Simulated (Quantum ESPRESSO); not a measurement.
## TaHfNbO6F2 (input and log of a self-consistent run)

Computed values, not a measurement. The program is pw.x of Quantum ESPRESSO 7.5 (plane-wave density functional theory). The cell is made up: 11 atoms on a fluorite lattice with one site empty, with randomly drawn elements, strain and displacements, not relaxed. PseudoDojo standard norm-conserving files (v0.5 for PBE, v0.4.1 for LDA and PBEsol) set the functional; there is no spin polarisation, spin-orbit coupling or dispersion term, and the masses in the input are unused placeholders.

The hafnium pseudopotential is less sure than the others, with forces about 3 percent (worst 6) and pressure in oxides about 1.5 GPa (worst 2.7) from a second method in checks, which no rerun with the same files tests.

Input:

```
&control calculation='scf', pseudo_dir='./dojo.nc.sr.pbe.v0_5.standard.upf', outdir='./o', disk_io='low', tprnfor=.true., tstress=.true. /
&system ibrav=0, nat=11, ntyp=5, nbnd=50, ecutwfc=107.82251126, nosym=.true., tot_charge=0,
 occupations='smearing', smearing='fd', degauss=0.0018374661
/
&electrons conv_thr=7.350e-09, electron_maxstep=60, /
ATOMIC_SPECIES
F 1.0 F.upf
Hf 1.0 Hf.upf
Nb 1.0 Nb.upf
O 1.0 O.upf
Ta 1.0 Ta.upf
CELL_PARAMETERS angstrom
5.0456 0.0 0.0
0.0 5.0456 0.0
0.0 0.0 5.0456
ATOMIC_POSITIONS angstrom
Ta -0.0582 2.5718 2.579
Hf 2.6035 0.0531 2.4187
Nb 2.4382 2.5218 -0.0234
O 1.2875 1.19 1.3364
F 1.2641 1.0704 3.744
O 1.3054 3.78 1.2097
F 1.2682 3.7376 3.8128
O 3.749 1.1632 1.1837
O 3.783 1.3097 3.8316
O 3.8754 3.6592 1.2553
O 3.8452 3.7836 3.8013
K_POINTS automatic
6 6 6 1 1 1
```

The log is shortened where brackets say so; the opening notice, blank lines, dates and the lines on written files are dropped, and the path of the files is cut. It prints rydbergs, bohrs and kilobars, and counts compression as positive stress. With no partly filled state, the Fermi energy that it prints is only some level between the filled and the empty states on the mesh, and need not lie in the true gap.

```
     Program PWSCF v.7.5
     Parallel version (MPI & OpenMP), running on       4 processor cores
     Number of MPI processes:                 4
     Threads/MPI process:                     1
     [start-up lines left out]
     bravais-lattice index     =            0
     lattice parameter (alat)  =       9.5348  a.u.
     unit-cell volume          =     866.8322 (a.u.)^3
     number of atoms/cell      =           11
     number of atomic types    =            5
     number of electrons       =        88.00
     number of Kohn-Sham states=           50
     kinetic-energy cutoff     =     107.8225  Ry
     charge density cutoff     =     431.2900  Ry
     scf convergence threshold =      7.3E-09
     mixing beta               =       0.7000
     number of iterations used =            8  plain     mixing
     Exchange-correlation= PBE
                           (   1   4   3   4   0   0   0)
     [axes and pseudopotential details left out]
   Cartesian axes
     site n.     atom                  positions (alat units)
         1        Ta     tau(   1) = (  -0.0115348   0.5097114   0.5111384  )
         2        Hf     tau(   2) = (   0.5159941   0.0105240   0.4793682  )
         3        Nb     tau(   3) = (   0.4832329   0.4998018  -0.0046377  )
         4        O      tau(   4) = (   0.2551728   0.2358491   0.2648644  )
         5        F      tau(   5) = (   0.2505351   0.2121452   0.7420327  )
         6        O      tau(   6) = (   0.2587205   0.7491676   0.2397534  )
         7        F      tau(   7) = (   0.2513477   0.7407642   0.7556683  )
         8        O      tau(   8) = (   0.7430236   0.2305375   0.2346004  )
         9        O      tau(   9) = (   0.7497622   0.2595727   0.7593943  )
        10        O      tau(  10) = (   0.7680752   0.7252259   0.2487910  )
        11        O      tau(  11) = (   0.7620897   0.7498811   0.7533891  )
     number of k points=   108  Fermi-Dirac smearing, width (Ry)=  0.0018
     Number of k-points >= 100: set verbosity='high' to print them.
     Dense  grid:   131299 G-vectors     FFT dimensions: (  64,  64,  64)
     Estimated max dynamical RAM per process >     555.85 MB
     Estimated total dynamical RAM >       2.08 GB
     Initial potential from superposition of free atoms
     starting charge      87.9949, renormalised to      88.0000
     Starting wfcs are   62 randomized atomic wfcs
     total cpu time spent up to now is       11.8 secs
     per-process dynamical memory:   461.2 Mb
     Self-consistent Calculation
     iteration #  1     ecut=   107.82 Ry     beta= 0.70
     Davidson diagonalization with overlap
     ethr =  1.00E-02,  avg # of iterations =  2.0
     total cpu time spent up to now is       36.8 secs
     total energy              =    -662.16355379 Ry
     estimated scf accuracy    <       5.95140715 Ry
     iteration #  2     ecut=   107.82 Ry     beta= 0.70
     Davidson diagonalization with overlap
     ethr =  6.76E-03,  avg # of iterations =  6.1
     total cpu time spent up to now is       76.4 secs
     total energy              =    -657.56688488 Ry
     estimated scf accuracy    <      54.47004255 Ry
     iteration #  3     ecut=   107.82 Ry     beta= 0.70
     Davidson diagonalization with overlap
     ethr =  6.76E-03,  avg # of iterations =  6.0
     total cpu time spent up to now is      112.6 secs
     total energy              =    -665.42219680 Ry
     estimated scf accuracy    <       1.68485684 Ry
     iteration #  4     ecut=   107.82 Ry     beta= 0.70
     Davidson diagonalization with overlap
     ethr =  1.91E-03,  avg # of iterations =  2.0
     total cpu time spent up to now is      135.1 secs
     total energy              =    -665.39663311 Ry
     estimated scf accuracy    <       0.79812040 Ry
     iteration #  5     ecut=   107.82 Ry     beta= 0.70
     Davidson diagonalization with overlap
     ethr =  9.07E-04,  avg # of iterations =  1.5
     total cpu time spent up to now is      155.9 secs
     total energy              =    -665.31041875 Ry
     estimated scf accuracy    <       0.36523929 Ry
     [iterations 6 to 12 left out]
     iteration # 13     ecut=   107.82 Ry     beta= 0.70
     Davidson diagonalization with overlap
     ethr =  4.27E-08,  avg # of iterations =  2.7
     total cpu time spent up to now is      377.6 secs
     total energy              =    -665.38362462 Ry
     estimated scf accuracy    <       0.00000868 Ry
     iteration # 14     ecut=   107.82 Ry     beta= 0.70
     Davidson diagonalization with overlap
     ethr =  9.87E-09,  avg # of iterations =  4.4
     total cpu time spent up to now is      403.7 secs
     total energy              =    -665.38362596 Ry
     estimated scf accuracy    <       0.00000093 Ry
     iteration # 15     ecut=   107.82 Ry     beta= 0.70
     Davidson diagonalization with overlap
     ethr =  1.06E-09,  avg # of iterations =  4.6
     total cpu time spent up to now is      431.9 secs
     total energy              =    -665.38362620 Ry
     estimated scf accuracy    <       0.00000011 Ry
     iteration # 16     ecut=   107.82 Ry     beta= 0.70
     Davidson diagonalization with overlap
     ethr =  1.22E-10,  avg # of iterations =  4.0
     total cpu time spent up to now is      459.7 secs
     total energy              =    -665.38362622 Ry
     estimated scf accuracy    <       0.00000002 Ry
     iteration # 17     ecut=   107.82 Ry     beta= 0.70
     Davidson diagonalization with overlap
     ethr =  2.28E-11,  avg # of iterations =  3.5
     total cpu time spent up to now is      485.8 secs
     End of self-consistent calculation
     Number of k-points >= 100: set verbosity='high' to print the bands.
     the Fermi energy is    10.5142 ev
!    total energy              =    -665.38362622 Ry
     estimated scf accuracy    <          3.5E-09 Ry
     smearing contrib. (-TS)   =      -0.00000001 Ry
     internal energy E=F+TS    =    -665.38362621 Ry
     The total energy is F=E-TS. E is the sum of the following terms:
     one-electron contribution =    -175.02877814 Ry
     hartree contribution      =     135.33221429 Ry
     xc contribution           =    -155.95514627 Ry
     ewald contribution        =    -469.73191608 Ry
     convergence has been achieved in  17 iterations
     Forces acting on atoms (cartesian axes, Ry/au):
     atom    1 type  5   force =    -0.18370612   -0.00655676   -0.13152110
     atom    2 type  2   force =     0.08741715   -0.00577594   -0.07692977
     atom    3 type  3   force =     0.15098100   -0.04376033    0.20092664
     atom    4 type  4   force =    -0.00698224    0.11247230   -0.00760852
     atom    5 type  1   force =    -0.00428087    0.06009789    0.03577185
     atom    6 type  4   force =     0.04920782   -0.08075775    0.02820957
     atom    7 type  1   force =    -0.00703819   -0.04388638   -0.03393699
     atom    8 type  4   force =    -0.00700263    0.07032543    0.04911919
     atom    9 type  4   force =    -0.02441559    0.06353409   -0.07187296
     atom   10 type  4   force =    -0.02257924   -0.07356766    0.04858129
     atom   11 type  4   force =    -0.03160110   -0.05212490   -0.04073920
     Total force =     0.437218     Total SCF correction =     0.000174
     Computing stress (Cartesian axis) and pressure
          total   stress  (Ry/bohr**3)                   (kbar)     P=     -119.15
  -0.00083940   0.00000129   0.00046443         -123.48        0.19       68.32
   0.00000129  -0.00067410  -0.00009153            0.19      -99.16      -13.46
   0.00046443  -0.00009153  -0.00091635           68.32      -13.46     -134.80
     init_run     :     11.00s CPU     11.49s WALL (       1 calls)
     electrons    :    470.87s CPU    474.02s WALL (       1 calls)
     forces       :      4.35s CPU      4.35s WALL (       1 calls)
     stress       :     15.21s CPU     15.64s WALL (       1 calls)
     [timing details left out]
     PWSCF        :   8m21.87s CPU   8m26.01s WALL
     JOB DONE.
```

In other units: free energy -9053.005 eV for the cell, pressure -11.91 GPa, largest force component 5.166 eV/Å. This run is the check on a run of the same cell at 1143 eV and a 4 x 4 x 4 mesh: rerunning at 1467 eV and a 6 x 6 x 6 mesh moved values by no more than 0.002 eV in energy, 0.05 GPa in stress and 0.007 eV/Å in force.